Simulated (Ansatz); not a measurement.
Given:

NiGe:
```yaml
crystal:
  lattice:
    - [5.27470, 0.00000, 0.00000]
    - [0.00000, 3.46838, 0.00000]
    - [0.00000, 0.00000, 5.81480]
  atoms:
    - { symbol: Ni, position: [0.50510, 0.25000, 0.69373] }
    - { symbol: Ni, position: [0.49490, 0.75000, 0.30627] }
    - { symbol: Ni, position: [0.99490, 0.75000, 0.19373] }
    - { symbol: Ni, position: [0.00510, 0.25000, 0.80627] }
    - { symbol: Ge, position: [0.69103, 0.25000, 0.08672] }
    - { symbol: Ge, position: [0.30897, 0.75000, 0.91328] }
    - { symbol: Ge, position: [0.80897, 0.75000, 0.58672] }
    - { symbol: Ge, position: [0.19103, 0.25000, 0.41328] }
```

This is the r²SCAN-relaxed structure.

**Question.** All from r²SCAN in the plane-wave PAW code Ansatz, unless another level is named. Give the electronic character.

**Answer.** metallic (no gap).

**Question.** What about the density of states at the Fermi level?

**Answer.** 0.31 states/eV per atom (mean over ±0.08 eV).

**Question.** What about the formation energy from the elements (no fitted shifts)?

**Answer.** -0.27 eV/atom.

Space group Pnma. Symmetry was held in the r²SCAN relaxation. No spin polarisation was allowed. The references are the lowest solids computed at this level, not always the standard phases. Spin–orbit coupling is left out wherever it is not named.

Potentials: the later of the program's two PAW sets.
